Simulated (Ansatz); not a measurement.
An Ansatz input:

```yaml
crystal:
  lattice:
    - [-2.0273129478, 1.6633699462, 1.4841874922]
    - [1.6633699462, -2.0273129478, 1.4841874922]
    - [3.6874198046, 3.6874198046, -2.1507497661]
  atoms:
    - { symbol: Ti, position: [0.9584060301, 0.0415939699, 0.0] }
    - { symbol: Ti, position: [0.7915939699, 0.2084060301, 0.5] }
hamiltonian:
  xc: pbesol
  pseudopotentials:
    kind: paw
    azcp:
      Ti: "pseudopotentials/Ti.paw.azcp"
basis:
  ecutwfc: 420
  fft_grid_basis: typed
kpoints:
  mp_grid: { grid: [16, 16, 8], shift: [0, 0, 0] }
magnetization:
  spin_polarized: false
scf:
  occupations: { method: fermi_dirac, width: 0.1 }
  lower_state_search: "off"
output:
  stress: true
```

Terminal output

```
Warning: the record states the generating functional pbe (its physics header spells it `PBE`), which answers neither for hamiltonian.xc's functional nor for the pbesol family's — results may be inconsistent (PPs are generated against a specific XC)
Engine: ansatz 0.2.0, aarch64-unknown-linux-gnu
Pseudopotentials: kind: paw
Pseudopotential: Ti, paw, valence charge 12, recommended cutoff 420 eV (normal) 
Functional definition: PBEsol
  exchange = pbesol_x
  correlation = pbesol_c
Crystal: 2 atoms, lattice volume = 37.508 Å³
Basis set: ecut = 420 eV, 723 PW (Γ)
Bands: 16, of which v1, the nominal top of the filled ones, is band 12 counted from 1 (11 counted from 0)
Symmetry: 4 space group operations
Space group: C2/c (ITA 15), of the structure as read, at distance tolerance 3.3e-5 Å
k-points: 554 of 2048
Non-local potential: Ti, projectors of the file, l = 0: 3, l = 1: 2, l = 2: 3, l = 3: 1
PAW form: soft (Blöchl's): semilocal exchange-correlation on the pseudo side does not see the compensation charge
PAW frozen core: Ti, regenerated for the run's functional, and the local potential with it (the file was generated under x = pbe(κ = 0.804, μ = 0.2195149727645171), c = pbe(β = 0.06672455060314922))
PAW one-centre angular grid: Ti, 590 points (default); XC on 64 Gauss nodes
Initial density: superposition of atomic densities (neutral atoms: chi_scale 0, normalization atom), corrected by the library's trained network
Initial wavefunctions: pseudopotential atomic-orbital guess
Functional: x = pbesol(κ = 0.804, μ = 0.12345679012345678), c = pbesol(β = 0.046)
SCF iter   1: F=—  HF=-4947.684027 eV  |F-HF|=—  |Δ(HF+E_count)|=         —  Δρ=7.75e-3  dr2=1.77e-2  ethr=1.77e-3  ⟨swp⟩=4.3  Hψ=82849  notcnv=0
automatic band count: the SCF goes on with 20 bands, as 16 were too few: the levels above may hold too much charge
SCF iter   2: F=—  HF=-4947.679440 eV  |F-HF|=—  |Δ(HF+E_count)|=   4.59e-3  Δρ=3.88e-3  dr2=4.93e-3  ethr=7.36e-5  ⟨swp⟩=2.0  Hψ=17488  notcnv=0
SCF iter   3: F=—  HF=-4947.678132 eV  |F-HF|=—  |Δ(HF+E_count)|=   1.31e-3  Δρ=1.92e-4  dr2=6.38e-6  ethr=2.06e-5  ⟨swp⟩=2.9  Hψ=19327  notcnv=0
SCF iter   4: F=—  HF=-4947.678132 eV  |F-HF|=—  |Δ(HF+E_count)|=   1.02e-7  Δρ=5.69e-5  dr2=6.70e-7  ethr=2.66e-8  ⟨swp⟩=2.0  Hψ=18055  notcnv=0
iter 5 did not close the SCF: its close was put off for the readings that it lacked (scf_convergence_deferred on its scf_iter line)
SCF iter   5: F=-4947.678132 eV  HF=-4947.678132 eV  |F-HF|=2.12e-8  |Δ(HF+E_count)|=   3.45e-8  Δρ=1.06e-5  dr2=1.69e-8  ethr=2.79e-9  ⟨swp⟩=2.6  Hψ=16748  notcnv=0
SCF iter   6: F=-4947.678132 eV  HF=-4947.678132 eV  |F-HF|=2.13e-10  |Δ(HF+E_count)|=   2.28e-8  Δρ=1.23e-6  dr2=5.21e-10  ethr=7.06e-11  ⟨swp⟩=1.7  Hψ=31780  notcnv=0
SCF 1 converged in 6 iterations: F = -4947.678132 eV  dr2 = 5.21e-10
SCF converged after 6 iterations
Free energy (F): -4947.678132 eV
Harris-Foulkes:  -4947.678132 eV  (|F-HF|=2.13e-10)
Internal energy: -4947.593084 eV  (E = F + TS)
E sigma→0 (E₀):  -4947.635608 eV
Entropy (-TS):   -0.085048 eV (-42.524 meV/atom)
Fermi energy:    12.067507 eV
--- Per-component energies (eV) ---
  E_band       = -345.069141
  E_kinetic    = 540.241893
  E_local      = -1710.436591  (includes V_loc(G=0)·N_el)
  E_nonlocal   = 18.512547
  E_hartree    = 693.683429
  E_xc         = -191.790876
  E_vxc        = -240.853953  (∫ρ·V_xc dr)
  E_paw        = -2044.310878  (= ΣΔE_a)
  E_vpaw       = -339.898982  (= ΣTr[D̂ρ^β])
  E_aug_tail   = 0.000232  (compensation charges beyond the density's cutoff)
  E_ewald      = -2253.771608
  E_core_change = 0.278769  (= ΣΔE_core)
  E_smearing   = -0.085048  (= −TS)
  E_closure    = 0.000000  (closes the sum)
  Σ components = -4947.678132   (vs F -4947.678132, Δ=0.00e0)
--- Stress (GPa, compression-positive) ---
      -10.985426      -0.109954      -0.042233
       -0.109954     -10.985426      -0.042233
       -0.042233      -0.042233     -10.878511
  P = ⅓ Tr σ = -10.9498 GPa (-109.498 kbar)
```

Launched by

```sh
ansatz run input.yaml --threads 2 --pin off --max-ram 5120MiB --backend cpu --events-out ev --progress --plain --runs-dir out
```

On 2 threads of Arm Neoverse V2 (shared host) this took about 9.8 s of wall time and 19 s of CPU time.
